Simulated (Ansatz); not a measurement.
# Ge, first-principles data

Ge:
```xyz
4
Lattice="3.9976 0.0000 0.0000 -1.9988 3.4620 0.0000 0.0000 0.0000 6.5941" Properties=species:S:1:pos:R:3 pbc="T T T"
Ge     1.9988     1.1540     0.4144
Ge     0.0000     2.3080     6.1796
Ge     0.0000     2.3080     3.7115
Ge     1.9988     1.1540     2.8826
```

Space group P6_3/mmc (No. 194); conventional cell a = b = 3.998 Å, c = 6.594 Å, α = β = 90.00°, γ = 120.00°.

Method: the program Ansatz at the PBEsol level (PAW). Structure relaxed to zero pressure with the same functional. Other levels are named where they apply.

**Cell and energy**

* **Volume per atom**: 22.82 Å³
* **Density**: 5.29 g/cm³

**Electronic structure**

* **Electronic character**: no gap, with almost no states at the Fermi level (zero-gap or semimetallic)
* **Density of states at the Fermi level**: 0.01 states/eV per atom (mean over ±0.08 eV)
* **HSE06 gap on the PBEsol cell**: 0.38 eV (a hybrid on a coarse mesh can open a false gap in a semimetal)
* **Gap with spin–orbit coupling**: none (metallic)

**Mechanics**

* **Bulk modulus (Birch–Murnaghan fit)**: 676 kbar
* **Pressure derivative B′**: 4.7
* **Elastic constants (relaxed ions, GPa)**: C11 = 136, C12 = 38.4, C13 = 25.4, C33 = 157, C44 = 38.3
* **Mechanical stability**: stable (all eigenvalues of C positive)
* **Hill bulk and shear moduli**: 67.5 and 46.9 GPa
* **Young's modulus**: 114 GPa
* **Poisson's ratio**: 0.22
* **Debye temperature from the elastic constants**: 346 K

**Phonons**

- Highest zone-centre frequency = 285 cm^-1
- Zone-centre stability = no imaginary mode at Γ

The workflow started from a Materials Project entry (that database holds measured and hypothetical structures alike); the Crystallography Open Database copy checked does not list it. It is not the phase usual at ambient conditions (space group No. 227). The PBEsol relaxation kept the symmetry of its start. As this level gives no gap, shear constants depend on the k-mesh and smearing (Fermi–Dirac, 0.1 eV here). As this level gives no gap, phonon frequencies hold no LO–TO term and depend on the k-mesh and smearing (Fermi–Dirac, 0.1 eV here). Scalar-relativistic: spin–orbit coupling is off unless named, which matters more the heavier the elements.

Potentials: the earlier of the program's two PAW sets.
